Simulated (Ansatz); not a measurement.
This cell of Ta2Se (space group P4/nmm) is off equilibrium:

```
Ta2Se
1.0
    3.41095     0.00000     0.00000
    0.00000     3.41095     0.00000
    0.00000     0.00000    10.13223
Ta Se
4 2
Direct
  0.50000   0.00000   0.76598
  0.00000   0.50000   0.23402
  0.00000   0.50000   0.92558
  0.50000   0.00000   0.07442
  0.00000   0.50000   0.64728
  0.50000   0.00000   0.35272
```

Level of theory: r2SCAN+rVV10 (plane waves to 500 eV, PAW, scalar-relativistic; Ansatz, a first-principles code). k mesh 14×14×5 (Γ-centred), Fermi-Dirac smearing 0.05 eV. The energy includes the smearing's −TS. Compression counts positive. At this level the bands of Ta2Se touch or barely overlap. Spin-orbit coupling is left out, though Ta is heavy. Ta2Se is run without spin polarisation. Ta2Se was relaxed with its symmetry unable to fall.

**Question.** What is the stress tensor (GPa)?

**Answer.** 
```
   -4.8      0.0      0.0
    0.0     -4.8      0.0
    0.0      0.0     -1.4
```
The pressure, a third of the trace, is -3.7 GPa.

**Question.** It is the relaxed cell scaled evenly to V/V₀ = 1.040, atoms relaxed where free. What is its energy relative to the relaxed cell?

**Answer.** 9 meV/atom.

(Under strain, the slope of the energy per volume gives the stress and its curvature an elastic modulus.)
